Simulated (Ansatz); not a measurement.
A (110) slab of HfN (Fm-3m (No. 225)), 7 planes, outer planes HfN (top) and HfN (bottom), with 14 atoms (Hf7N7) in a surface cell of A = 14.481 Å², as cut from the bulk:

```yaml
crystal:
  lattice:
    - [3.19994, 0.00000, 0.00000]
    - [0.00000, 4.52540, 0.00000]
    - [0.00000, 0.00000, 24.59982]
  atoms:
    - { symbol: Hf, position: [0.50000, 0.50000, 0.30488] }
    - { symbol: N, position: [0.50000, 0.00000, 0.30488] }
    - { symbol: Hf, position: [0.00000, 0.00000, 0.36992] }
    - { symbol: N, position: [0.00000, 0.50000, 0.36992] }
    - { symbol: Hf, position: [0.50000, 0.50000, 0.43496] }
    - { symbol: N, position: [0.50000, 0.00000, 0.43496] }
    - { symbol: Hf, position: [0.00000, 0.00000, 0.50000] }
    - { symbol: N, position: [0.00000, 0.50000, 0.50000] }
    - { symbol: Hf, position: [0.50000, 0.50000, 0.56504] }
    - { symbol: N, position: [0.50000, 0.00000, 0.56504] }
    - { symbol: Hf, position: [0.00000, 0.00000, 0.63008] }
    - { symbol: N, position: [0.00000, 0.50000, 0.63008] }
    - { symbol: Hf, position: [0.50000, 0.50000, 0.69512] }
    - { symbol: N, position: [0.50000, 0.00000, 0.69512] }
```

All numbers below come from Ansatz, DFT r2SCAN, scalar-relativistic, plane waves, PAW. Plane waves to 500 eV, a k mesh through Γ of 11×8×1 on the computed 14-atom cell and Gaussian smearing (0.10 eV); no spin polarisation.

Against the same 14 atoms in the bulk, the slab as cut lies 5.463 eV higher and the relaxed slab 5.109 eV higher.

(1) Work out the surface energy before and after relaxation.

(2) What is the ideal work of this cut, per area?

Spin polarisation was left out, and a magnetic state may lie lower.

Results:

(1) The slab has two faces, so γ = (E_slab − N·E_bulk)/(2A), the mean of both. As cut: 5.463/(2 × 14.481) = 0.1886 eV/Å², and 1 eV/Å² = 16.02 J/m², so γ = 3.02 J/m². Relaxed: 5.109/(2 × 14.481) = 0.1764 eV/Å² = 2.83 J/m². Relaxation recovers 6 % of the cost of cutting.

(2) Griffith's ideal work is 2γ: 6.04 J/m² if the new faces stay rigid, 5.65 J/m² if they relax. One thickness was run, 7 planes, so γ can still shift with it.